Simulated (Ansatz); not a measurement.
TaF$_{4}$: zone-centre modes

Theory: DFT PBE, scalar-relativistic, plane waves, PAW in Ansatz 0.2.0. Cutoff 420 eV, 6×4×10 k-points (Γ-centred), Gaussian smearing of 0.10 eV. No spin polarisation. Phonons by linear response, acoustic sum rule imposed.

Relaxed structure:
```yaml
crystal:
  lattice:
    - [5.61577, 0.00000, 0.00000]
    - [0.00000, 10.81344, 0.00000]
    - [0.00000, 0.00000, 2.85736]
  atoms:
    - { symbol: Ta, position: [0.00000, 0.00000, 0.00000] }
    - { symbol: Ta, position: [0.50000, 0.50000, 0.00000] }
    - { symbol: F, position: [0.77526, 0.40158, 0.00000] }
    - { symbol: F, position: [0.27526, 0.09842, 0.00000] }
    - { symbol: F, position: [0.65518, 0.61712, 0.50000] }
    - { symbol: F, position: [0.84482, 0.11712, 0.50000] }
    - { symbol: F, position: [0.15518, 0.88288, 0.50000] }
    - { symbol: F, position: [0.34482, 0.38288, 0.50000] }
    - { symbol: F, position: [0.72474, 0.90158, 0.00000] }
    - { symbol: F, position: [0.22474, 0.59842, 0.00000] }
```

The structure comes from a generated guess, relaxed at this level; another structure or a mixture of phases may lie lower. In a metal, frequencies depend on the k mesh and the smearing, soft modes most. Spin–orbit coupling is left out, which matters for heavy elements. No dispersion correction is applied, so modes and constants that involve weak contacts between layers, chains or molecules come out too soft.

(1) Is this structure stable against zone-centre distortions?

(2) List the optical modes at Γ (i marks imaginary ones).

Results:

(1) Yes, at Γ: no optical mode is imaginary. Strains and other wave vectors aren't tested by this run.

(2)
```
frequency (THz)  degeneracy
             ≈0           1
           0.21           1
           0.57           1
           0.75           1
           0.78           1
           1.01           1
           1.27           1
           3.68           1
           4.00           1
           4.17           1
           4.18           1
           6.32           1
           6.38           1
           8.16           1
           8.20           1
           8.70           1
           8.71           1
          10.66           1
          10.66           1
          14.58           1
          14.69           1
          16.02           1
          16.28           1
          19.21           1
          19.85           1
          20.27           1
          20.34           1
```
